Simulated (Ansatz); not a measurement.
Input:

Ba2SrWO6:
```
CELL_PARAMETERS angstrom
      5.17458     2.99399     0.00000
     -5.17458     2.99399     0.00000
     -3.48712     0.00000     5.01051
ATOMIC_POSITIONS crystal
  Ba 0.24726 0.75274 0.23824
  Ba 0.75274 0.24726 0.76176
  Sr 0.00000 0.00000 0.50000
  W  0.50000 0.50000 0.00000
  O  0.22838 0.31803 0.17266
  O  0.77162 0.68197 0.82734
  O  0.31803 0.22838 0.82734
  O  0.68197 0.77162 0.17266
  O  0.71851 0.28149 0.29737
  O  0.28149 0.71851 0.70263
```

This is the PBEsol-relaxed structure. Cartesian axes are those of the cell as given.

Q: All from PBEsol in the plane-wave PAW code Ansatz, unless another level is named. Estimate the Young's modulus.

A: 97.4 GPa.

Q: And the elastic constants (relaxed ions, GPa)?

A: C11 = 194, C22 = 176, C33 = 171, C12 = 61.1, C13 = 86.3, C23 = 92.5, C44 = 25.3, C55 = 58.6, C66 = 22.4, C15 = 10.0, C25 = -16.4, C35 = -17.7, C46 = -9.8.

Space group C2/m. The workflow started from a Materials Project entry (that database holds measured and hypothetical structures alike); the Crystallography Open Database copy checked does not list it. Whether it is the stable phase at ambient conditions was not checked. The cell was relaxed with PBEsol under the symmetry of its start; its stability against distortions is not shown here. No spin polarisation was allowed. No Hubbard U is applied. Scalar-relativistic: spin–orbit coupling is off unless named, which matters more the heavier the elements.

Potentials: the later of the program's two PAW sets.
